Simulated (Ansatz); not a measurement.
Given:

SrO:
```cif
data_O4Sr4
_chemical_formula_sum 'Sr4 O4'
_space_group_name_H-M_alt 'Fm-3m'
_space_group_IT_number 225
_space_group_name_Hall '-F 4 2 3'
_cell_length_a 5.12243
_cell_length_b 5.12243
_cell_length_c 5.12243
_cell_angle_alpha 90.000
_cell_angle_beta 90.000
_cell_angle_gamma 90.000
loop_
_atom_site_label
_atom_site_type_symbol
_atom_site_symmetry_multiplicity
_atom_site_Wyckoff_symbol
_atom_site_fract_x
_atom_site_fract_y
_atom_site_fract_z
_atom_site_occupancy
Sr1 Sr 4 a 0.00000 0.00000 0.00000 1
O1 O 4 b 0.50000 0.50000 0.50000 1
```
(The calculation used a cell of 2 atoms; values per cell refer to that cell.)

This is the PBEsol-relaxed structure.

**Question.** All from the program Ansatz at the PBEsol level (PAW), unless another level is named. Give the electron effective mass with spin–orbit coupling.

**Answer.** 0.39, 0.39, 1.2 mₑ (principal values).

**Question.** And the formation energy from the elements (no fitted shifts)?

**Answer.** -2.78 eV/atom.

**Question.** Give the HSE06 gap on the PBEsol cell.

**Answer.** 4.79 eV.

**Question.** And the smallest direct gap on the standard path?

**Answer.** 3.26 eV.

**Question.** Predict the weight of the conduction-edge state by species (Voronoi cells).

**Answer.** Sr 65 %, O 35 %.

Symmetry was held in the PBEsol relaxation. The references are the lowest solids computed at this level, not always the standard phases (solids in place of the gases). Scalar-relativistic: spin–orbit coupling is off unless named, which matters more the heavier the elements.

Potentials: the later of the program's two PAW sets.
